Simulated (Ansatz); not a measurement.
# Is this Ni result the lowest state?

Ni is taken as a measured crystal structure (space group Fm-3m, primitive cell doubled), 2 atoms in the cell. The computed pressure is over 10 GPa in size, so the cell is far from the computed equilibrium volume. Source: COD entry 2100637; it may be a high-temperature, high-pressure or metastable form.

Theory: DFT, LDA, PAW, plane waves, scalar-relativistic in Ansatz.

```yaml
crystal:
  lattice:
    - [-1.77255, -3.5451, -1.77255]
    - [-1.77255, 0.0, -1.77255]
    - [1.77255, 0.0, -1.77255]
  atoms:
    - { symbol: Ni, position: [0.0, 0.0, 0.0], spin: 0.8 }
    - { symbol: Ni, position: [0.5, 0.0, 0.5], spin: -0.8 }
magnetization:
  spin_polarized: true
hamiltonian:
  xc: lda
  pseudopotentials: { kind: paw }
basis:
  ecutwfc: 420
kpoints:
  mp_grid: { grid: [7, 12, 10] }
scf:
  occupations: { method: fermi_dirac, width: 0.05 }
  lower_state_search: "off"
output:
  forces: true
  stress: true
  write_density: true
  write_potential: true
  elf: true
  volumetric_format: npy
```

The run was started with:
```sh
ansatz run input.yaml --threads 2 --pin off --max-ram 5120MiB --backend cpu --events-out ev --progress --plain --runs-dir out
```

Wall time and machine: 10 s on 2 threads of Arm Neoverse V2 (shared host), peak memory 0.41 GiB.

The end of the output:

```
SCF converged after 22 iterations
Magnetization: 0.0000 μB (18.0000 up, 18.0000 down)
Absolute magnetization: 0.0000 μB (∫|ρ↑−ρ↓|, with the PAW one-centre terms)
Spin contamination: 0.0000 ħ² per cell (⟨S²⟩ above its minimum at these occupations)
Per-site moments (μB) at R_I (Å): [(8.2301e-6, 1.0340), (-8.2301e-6, 1.0340)]
Free energy (F): -11546.527978 eV
Harris-Foulkes:  -11546.527978 eV  (|F-HF|=5.82e-11)
Internal energy: -11546.469049 eV  (E = F + TS)
E sigma→0 (E₀):  -11546.498514 eV
Entropy (-TS):   -0.058929 eV (-29.465 meV/atom)
Fermi energy:    17.008364 eV
--- Forces (eV/Å), atoms counted from 1 ---
  atom   1  Ni    -0.00000000     0.00000000     0.00000000
  atom   2  Ni    -0.00000000     0.00000000    -0.00000000
--- Stress (GPa, compression-positive) ---
      -21.725938      -0.057430       0.069093
       -0.057430     -21.381824      -0.057430
        0.069093      -0.057430     -21.725938
  P = ⅓ Tr σ = -21.6112 GPa (-216.112 kbar)
```

The mesh is too coarse to rank close states of a metal with certainty: differences of some tens of meV/atom may change, at times in sign. The mesh has less symmetry than the lattice, which lowers the symmetry of the run.

A small moment in a metal is sensitive to the mesh and the smearing.

Site moments are taken inside atomic spheres and don't add up to the total.

**Question.** Has the SCF ended in the lowest solution? If not, by how much is it too high?

**Answer.** No, on this mesh. A state 41.8 meV/atom (0.084 eV per cell) lower exists in this cell: ferromagnetic, site moments Ni1 0.67, Ni2 0.67 μB, total 1.28 μB per cell, no gap on the k-mesh. It was reached from: parallel moments, default search for lower states [Ni1 2.00, Ni2 2.00 μB]; a moment on one site alone, plain SCF [Ni1 2.00 μB]. The wrong state matters: the pressure is -20.5 GPa there against -21.6 GPa here. This multiple of the primitive cell fits some opposed orders; other multiples fit others. The order of the states may change once the cell relaxes. Only collinear orders within this cell were tried; the true ground state may need a larger cell.
